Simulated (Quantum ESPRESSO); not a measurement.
# Computed records: MgGa2SiN4 (made-up cell)

Computed with Quantum ESPRESSO 7.5. Calculation on a made-up crystal cell, not a measurement: periodic Kohn-Sham density functional theory in plane waves with PseudoDojo standard norm-conserving scalar-relativistic pseudopotentials, each functional with its own files (v0.5 for PBE, v0.4.1 for LDA and PBEsol), no spin polarisation, no spin-orbit coupling, atoms not relaxed, stress positive in tension, energies less a fixed whole-eV offset for each atom's element; levels are Kohn-Sham levels at fractions of this cell's reciprocal vectors, counted from the reference band (half the neutral cell's valence electrons, rounded up) at Gamma; error bars cover cutoff and k-mesh only, not smearing or the files; added strain carries the atoms with the cell, and shear is the tensor component; each bar is the largest change over components, and at least 0.002 eV, 0.002 eV per angstrom or 0.02 GPa; energies are for the whole cell, and the offsets were chosen from early runs and are not element reference energies.

Common to all runs: lattice type wurtzite; functional pbe; cutoff 1143 eV; fermi dirac smearing 0.025 eV; scf tolerance 1e-07 eV; electrons removed 0; added strain kind zz; k mesh 6 x 4 x 4, shifted by half a step.

(1) 
```cif
# cell vector a (Å): 3.1571 -0.0004 -0.0248
# cell vector b (Å): -0.0007 5.3589 -0.0042
# cell vector c (Å): -0.0405 -0.0040 4.9962
data_MgGa2SiN4
_symmetry_space_group_name_H-M 'P 1'
_symmetry_Int_Tables_number 1
_cell_length_a 3.1572
_cell_length_b 5.3589
_cell_length_c 4.9964
_cell_angle_alpha 90.091
_cell_angle_beta 90.914
_cell_angle_gamma 90.014
_cell_volume 84.52
loop_
_atom_site_label
_atom_site_type_symbol
_atom_site_fract_x
_atom_site_fract_y
_atom_site_fract_z
_atom_site_occupancy
Si1 Si 0.97806 0.98328 0.00628 1
Mg1 Mg 0.47571 0.49361 0.01026 1
Ga1 Ga 0.49381 0.14006 0.49911 1
Ga2 Ga 0.01695 0.67739 0.50936 1
N1 N 0.96824 0.99071 0.40074 1
N2 N 0.53379 0.49010 0.37530 1
N3 N 0.52808 0.17372 0.87815 1
N4 N 0.02338 0.65678 0.87769 1
_calc_added_strain -0.0069
_calc_structure_shown 'before the added strain of -0.0069'
_calc_free_energy_less_offsets -0.5074  # eV
_calc_smearing_term_minus_ts 0  # eV
_calc_scf_iterations 13
_calc_pressure 21.7  # GPa
_calc_stress_xx -15.27  # GPa
_calc_stress_yy -20.81  # GPa
_calc_stress_zz -29.02  # GPa
_calc_stress_yz 2.399  # GPa
_calc_stress_xz -4.946  # GPa
_calc_stress_xy 7.397  # GPa
_calc_error_bar_energy 0.002  # eV
_calc_error_bar_stress 0.02847  # GPa
_calc_error_bar_force 0.003141  # eV/angstrom
_calc_error_bars_from 'tighter rerun of a related cell'
```

Atoms:
```
atoms element  atom site  atom energy offset (eV)
           Si          1                     -115
           Mg          2                    -1617
           Ga          3                    -2080
           Ga          4                    -2080
            N          5                     -283
            N          6                     -283
            N          7                     -283
            N          8                     -283
```

Forces:
```
site  x (eV/Å)  y (eV/Å)  z (eV/Å)
   1    0.5241     -1.19   -0.6293
   2     2.389     0.935   -0.7238
   3    -1.561     4.267    0.2525
   4    0.5457    -5.451   -0.6293
   5     2.147      1.26    -5.294
   6   -0.7891  -0.05306     3.532
   7   -0.3446     -5.57     1.879
   8    -2.911     5.802     1.613
```

(2) 
```cif
# cell vector a (Å): 3.1571 -0.0004 -0.0248
# cell vector b (Å): -0.0007 5.3589 -0.0042
# cell vector c (Å): -0.0405 -0.0040 4.9962
data_MgGa2SiN4
_symmetry_space_group_name_H-M 'P 1'
_symmetry_Int_Tables_number 1
_cell_length_a 3.1572
_cell_length_b 5.3589
_cell_length_c 4.9964
_cell_angle_alpha 90.091
_cell_angle_beta 90.914
_cell_angle_gamma 90.014
_cell_volume 84.52
loop_
_atom_site_label
_atom_site_type_symbol
_atom_site_fract_x
_atom_site_fract_y
_atom_site_fract_z
_atom_site_occupancy
Si1 Si 0.97806 0.98328 0.00628 1
Mg1 Mg 0.47571 0.49361 0.01026 1
Ga1 Ga 0.49381 0.14006 0.49911 1
Ga2 Ga 0.01695 0.67739 0.50936 1
N1 N 0.96824 0.99071 0.40074 1
N2 N 0.53379 0.49010 0.37530 1
N3 N 0.52808 0.17372 0.87815 1
N4 N 0.02338 0.65678 0.87769 1
_calc_added_strain -0.0007
_calc_structure_shown 'before the added strain of -0.0007'
_calc_free_energy_less_offsets -0.5964  # eV
_calc_smearing_term_minus_ts 0  # eV
_calc_scf_iterations 13
_calc_pressure 20.14  # GPa
_calc_stress_xx -14.73  # GPa
_calc_stress_yy -20.22  # GPa
_calc_stress_zz -25.47  # GPa
_calc_stress_yz 2.385  # GPa
_calc_stress_xz -4.808  # GPa
_calc_stress_xy 7.267  # GPa
_calc_error_bar_energy 0.002  # eV
_calc_error_bar_stress 0.02847  # GPa
_calc_error_bar_force 0.003141  # eV/angstrom
_calc_error_bars_from 'tighter rerun of a related cell'
```

Atoms:
```
atoms element  atom site  atom energy offset (eV)
           Si          1                     -115
           Mg          2                    -1617
           Ga          3                    -2080
           Ga          4                    -2080
            N          5                     -283
            N          6                     -283
            N          7                     -283
            N          8                     -283
```

Forces:
```
site  x (eV/Å)  y (eV/Å)  z (eV/Å)
   1      0.52    -1.187   -0.6676
   2     2.389    0.9289   -0.5203
   3    -1.544     4.253    0.3707
   4    0.5412    -5.423    -0.455
   5     2.137     1.244    -5.271
   6   -0.8037  -0.04723     3.352
   7   -0.3428    -5.539     1.758
   8    -2.897     5.771     1.433
```

(3) 
```cif
# cell vector a (Å): 3.1571 -0.0004 -0.0248
# cell vector b (Å): -0.0007 5.3589 -0.0042
# cell vector c (Å): -0.0405 -0.0040 4.9962
data_MgGa2SiN4
_symmetry_space_group_name_H-M 'P 1'
_symmetry_Int_Tables_number 1
_cell_length_a 3.1572
_cell_length_b 5.3589
_cell_length_c 4.9964
_cell_angle_alpha 90.091
_cell_angle_beta 90.914
_cell_angle_gamma 90.014
_cell_volume 84.52
loop_
_atom_site_label
_atom_site_type_symbol
_atom_site_fract_x
_atom_site_fract_y
_atom_site_fract_z
_atom_site_occupancy
Si1 Si 0.97806 0.98328 0.00628 1
Mg1 Mg 0.47571 0.49361 0.01026 1
Ga1 Ga 0.49381 0.14006 0.49911 1
Ga2 Ga 0.01695 0.67739 0.50936 1
N1 N 0.96824 0.99071 0.40074 1
N2 N 0.53379 0.49010 0.37530 1
N3 N 0.52808 0.17372 0.87815 1
N4 N 0.02338 0.65678 0.87769 1
_calc_added_strain 0.0034
_calc_structure_shown 'before the added strain of 0.0034'
_calc_free_energy_less_offsets -0.6492  # eV
_calc_smearing_term_minus_ts 0  # eV
_calc_scf_iterations 13
_calc_pressure 19.14  # GPa
_calc_stress_xx -14.39  # GPa
_calc_stress_yy -19.85  # GPa
_calc_stress_zz -23.19  # GPa
_calc_stress_yz 2.376  # GPa
_calc_stress_xz -4.719  # GPa
_calc_stress_xy 7.185  # GPa
_calc_error_bar_energy 0.002  # eV
_calc_error_bar_stress 0.02847  # GPa
_calc_error_bar_force 0.003141  # eV/angstrom
_calc_error_bars_from 'tighter rerun of a related cell'
```

Atoms:
```
atoms element  atom site  atom energy offset (eV)
           Si          1                     -115
           Mg          2                    -1617
           Ga          3                    -2080
           Ga          4                    -2080
            N          5                     -283
            N          6                     -283
            N          7                     -283
            N          8                     -283
```

Forces:
```
site  x (eV/Å)  y (eV/Å)  z (eV/Å)
   1    0.5176    -1.185    -0.695
   2      2.39     0.925   -0.3898
   3    -1.534     4.244    0.4451
   4     0.538    -5.405   -0.3468
   5     2.131     1.233    -5.251
   6   -0.8128  -0.04318     3.239
   7   -0.3416     -5.52     1.681
   8    -2.889     5.751     1.318
```

(4) 
```cif
# cell vector a (Å): 3.1571 -0.0004 -0.0248
# cell vector b (Å): -0.0007 5.3589 -0.0042
# cell vector c (Å): -0.0405 -0.0040 4.9962
data_MgGa2SiN4
_symmetry_space_group_name_H-M 'P 1'
_symmetry_Int_Tables_number 1
_cell_length_a 3.1572
_cell_length_b 5.3589
_cell_length_c 4.9964
_cell_angle_alpha 90.091
_cell_angle_beta 90.914
_cell_angle_gamma 90.014
_cell_volume 84.52
loop_
_atom_site_label
_atom_site_type_symbol
_atom_site_fract_x
_atom_site_fract_y
_atom_site_fract_z
_atom_site_occupancy
Si1 Si 0.97806 0.98328 0.00628 1
Mg1 Mg 0.47571 0.49361 0.01026 1
Ga1 Ga 0.49381 0.14006 0.49911 1
Ga2 Ga 0.01695 0.67739 0.50936 1
N1 N 0.96824 0.99071 0.40074 1
N2 N 0.53379 0.49010 0.37530 1
N3 N 0.52808 0.17372 0.87815 1
N4 N 0.02338 0.65678 0.87769 1
_calc_added_strain 0.0111
_calc_structure_shown 'before the added strain of 0.0111'
_calc_free_energy_less_offsets -0.735  # eV
_calc_smearing_term_minus_ts 0  # eV
_calc_scf_iterations 13
_calc_pressure 17.35  # GPa
_calc_stress_xx -13.77  # GPa
_calc_stress_yy -19.16  # GPa
_calc_stress_zz -19.14  # GPa
_calc_stress_yz 2.357  # GPa
_calc_stress_xz -4.559  # GPa
_calc_stress_xy 7.03  # GPa
_calc_error_bar_energy 0.002  # eV
_calc_error_bar_stress 0.02847  # GPa
_calc_error_bar_force 0.003141  # eV/angstrom
_calc_error_bars_from 'tighter rerun of a related cell'
```

Atoms:
```
atoms element  atom site  atom energy offset (eV)
           Si          1                     -115
           Mg          2                    -1617
           Ga          3                    -2080
           Ga          4                    -2080
            N          5                     -283
            N          6                     -283
            N          7                     -283
            N          8                     -283
```

Forces:
```
site  x (eV/Å)  y (eV/Å)  z (eV/Å)
   1    0.5124    -1.181   -0.7541
   2     2.389    0.9169   -0.1616
   3    -1.514     4.225    0.5691
   4    0.5317    -5.369   -0.1608
   5     2.118     1.212     -5.21
   6   -0.8281  -0.03597      3.04
   7   -0.3381     -5.48     1.554
   8    -2.871     5.712     1.123
```

(5) 
```cif
# cell vector a (Å): 3.1571 -0.0004 -0.0248
# cell vector b (Å): -0.0007 5.3589 -0.0042
# cell vector c (Å): -0.0405 -0.0040 4.9962
data_MgGa2SiN4
_symmetry_space_group_name_H-M 'P 1'
_symmetry_Int_Tables_number 1
_cell_length_a 3.1572
_cell_length_b 5.3589
_cell_length_c 4.9964
_cell_angle_alpha 90.091
_cell_angle_beta 90.914
_cell_angle_gamma 90.014
_cell_volume 84.52
loop_
_atom_site_label
_atom_site_type_symbol
_atom_site_fract_x
_atom_site_fract_y
_atom_site_fract_z
_atom_site_occupancy
Si1 Si 0.97806 0.98328 0.00628 1
Mg1 Mg 0.47571 0.49361 0.01026 1
Ga1 Ga 0.49381 0.14006 0.49911 1
Ga2 Ga 0.01695 0.67739 0.50936 1
N1 N 0.96824 0.99071 0.40074 1
N2 N 0.53379 0.49010 0.37530 1
N3 N 0.52808 0.17372 0.87815 1
N4 N 0.02338 0.65678 0.87769 1
_calc_added_strain 0.0236
_calc_structure_shown 'before the added strain of 0.0236'
_calc_free_energy_less_offsets -0.841  # eV
_calc_smearing_term_minus_ts 0  # eV
_calc_scf_iterations 13
_calc_pressure 14.66  # GPa
_calc_stress_xx -12.81  # GPa
_calc_stress_yy -18.1  # GPa
_calc_stress_zz -13.06  # GPa
_calc_stress_yz 2.322  # GPa
_calc_stress_xz -4.318  # GPa
_calc_stress_xy 6.788  # GPa
_calc_error_bar_energy 0.002  # eV
_calc_error_bar_stress 0.02847  # GPa
_calc_error_bar_force 0.003141  # eV/angstrom
_calc_error_bars_from 'tighter rerun of a related cell'
```

Atoms:
```
atoms element  atom site  atom energy offset (eV)
           Si          1                     -115
           Mg          2                    -1617
           Ga          3                    -2080
           Ga          4                    -2080
            N          5                     -283
            N          6                     -283
            N          7                     -283
            N          8                     -283
```

Forces:
```
site  x (eV/Å)  y (eV/Å)  z (eV/Å)
   1    0.5045    -1.175     -0.86
   2     2.384    0.9045    0.1739
   3    -1.485     4.194    0.7402
   4    0.5214     -5.31    0.1034
   5     2.098      1.18    -5.125
   6   -0.8497  -0.02487     2.751
   7   -0.3317    -5.416     1.376
   8    -2.842     5.648     0.841
```
